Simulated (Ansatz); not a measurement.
# Ba$_{2}$Zn$_{3}$As$_{2}$O$_{2}$, first-principles data

Ba₂Zn₃As₂O₂:
```
Ba2Zn3As2O2
1.0
   -2.08388     2.08388     9.95920
    2.08388    -2.08388     9.95920
    2.08388     2.08388    -9.95920
Ba Zn As O
2 3 2 2
Direct
  0.58871   0.58871   0.00000
  0.41129   0.41129   0.00000
  0.00000   0.00000   0.00000
  0.25000   0.75000   0.50000
  0.75000   0.25000   0.50000
  0.17525   0.17525   0.00000
  0.82475   0.82475   0.00000
  0.50000   0.00000   0.50000
  0.00000   0.50000   0.50000
```

Space group I4/mmm (No. 139); conventional cell a = b = 4.168 Å, c = 19.918 Å, α = β = γ = 90.00°.

Method: plane-wave PAW r²SCAN (Ansatz code). Geometry: relaxed at this level of theory. Other levels are named where they apply.

### Cell and energy

```yaml
volume_per_atom: 19.22 Å³
density: 6.26 g/cm³
```

### Electronic structure

```yaml
band_gap: 0.65 eV (indirect)
valence_band_maximum: at Γ
conduction_band_minimum: at M
smallest_direct_gap_on_the_standard_path: 0.69 eV
electron_effective_mass: 0.16, 0.16, 1.4 mₑ (principal values)
Electron effective mass with spin–orbit coupling: 0.16, 0.16, 1.4 mₑ (principal values)
Hole effective mass, band 1 of 2 at the edge: 2.1 along x, 1.7 along z (mₑ)
Hole effective mass, band 2 of 2 at the edge: 0.11 along x, 1.7 along z (mₑ)
Hole effective mass with spin–orbit coupling: 0.18, 0.18, 1.6 mₑ (principal values)
Gap with spin–orbit coupling: 0.55 eV
```

### Mechanics

```yaml
Bulk modulus (Birch–Murnaghan fit): 66.2 GPa
Pressure derivative B′: 4.4
```

### Charges

```yaml
bader_charges: Ba +1.45, Zn +0.52 to +1.17, As -1.19, O -1.37 e
```

The first step of the workflow began from a Materials Project structure, measured or hypothetical; the Crystallography Open Database copy checked does not list it. Whether it is the stable phase at ambient conditions was not checked. The r²SCAN relaxation kept the symmetry of its start; whether a distortion lowers the energy is not shown. Spin–orbit coupling is left out wherever it is not named.

Potentials: the later of the program's two PAW sets.
